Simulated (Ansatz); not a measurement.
Data:

Sb:
```
CELL_PARAMETERS angstrom
     -3.30829     3.30829     3.30829
      3.30829    -3.30829     3.30829
      3.30829     3.30829    -3.30829
ATOMIC_POSITIONS crystal
  Sb 0.69104 0.00000 0.00000
  Sb 0.00000 0.69104 0.00000
  Sb 0.00000 0.00000 0.69104
  Sb 0.30896 0.30896 0.30896
```

This is the PBE+D3(BJ)-relaxed structure.

Task: All from DFT-PBE+D3(BJ) in the program Ansatz with PAW potentials, unless another level is named. Predict the electron effective mass, band 3 of 3 at the edge.

Result: 0.018 along [100], 0.023 along [110], 0.033 along [111] (mₑ).

Task: Predict the valence-band maximum.

Result: at Γ.

Space group I-43m. The start of the workflow was typed in or built on a structure type; neither database checked (COD, Materials Project) lists it. It is not the phase usual at ambient conditions (space group No. 166). The cell was relaxed with PBE+D3(BJ) under the symmetry of its start; its stability against distortions is not shown here. Scalar-relativistic: spin–orbit coupling is off unless named, which matters more the heavier the elements.

Potentials: the earlier of the program's two PAW sets.

Edges and masses are those of Kohn–Sham bands, whose gap is no quasiparticle gap.
